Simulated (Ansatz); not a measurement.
The start is a relaxed FeSi cell, doubled along one cell vector, shaken by Gaussian noise of σ = 0.08 Å a coordinate. The structure is fully relaxed (lattice and positions, P = 0) with PBE (plane waves to 420 eV, PAW, scalar-relativistic; Ansatz, a first-principles code). The first steps use a coarse 8×8×3 k-mesh.

Starting cell:
```
FeSi
1.0
    3.07609     0.00000     0.00000
    0.00000     3.07609     0.00000
    0.00000     0.00000     9.83724
Fe Si
4 4
Direct
  0.51137   0.03534   0.32819
  0.47249   0.98624   0.82802
  0.99781   0.51147   0.17376
  0.99193   0.53561   0.67282
  0.47764   0.00883   0.07397
  0.46604   0.95621   0.58248
  0.96405   0.51346   0.42823
  0.97621   0.53823   0.92967
```
Spin-polarised start, with parallel moments on Fe.

Question: How large is the pressure on the unrelaxed cell, and of which sign?

Answer: +3 GPa (positive: the cell is compressed).

Question: Which atoms feel the largest initial force, and how large is it?

Answer: About 2.6 eV/Å, on Si6 (atoms numbered as listed).

Question: How much energy is released per atom?

Answer: 0.07 eV/atom.

Question: Does it find its way back to the structure it was made from?

Answer: It relaxes back to the parent, P4/nmm (No. 129).

Question: How do the shortest distances between atoms change?

Answer: The closest pairs of elements (up to four, under 3.6 Å), start → end: Fe–Si 2.14 → 2.39 Å; Fe–Fe 2.54 → 2.64 Å; Si–Si 2.54 → 2.61 Å.

Question: What magnetic moments remain?

Answer: Net 0.81 μB/atom, ferromagnetic.

Final values are on a 15×15×10 k-mesh of the relaxed cell. Spin state reached: ferromagnetic (net 0.81 μB/atom), from parallel starting moments; other spin orders were not run from this start.

The relaxed structure here is a generated cell of FeSi: the first start was made by placing the elements on the sites of a structure type, and the end was not matched to a known phase here, so it may be hypothetical.
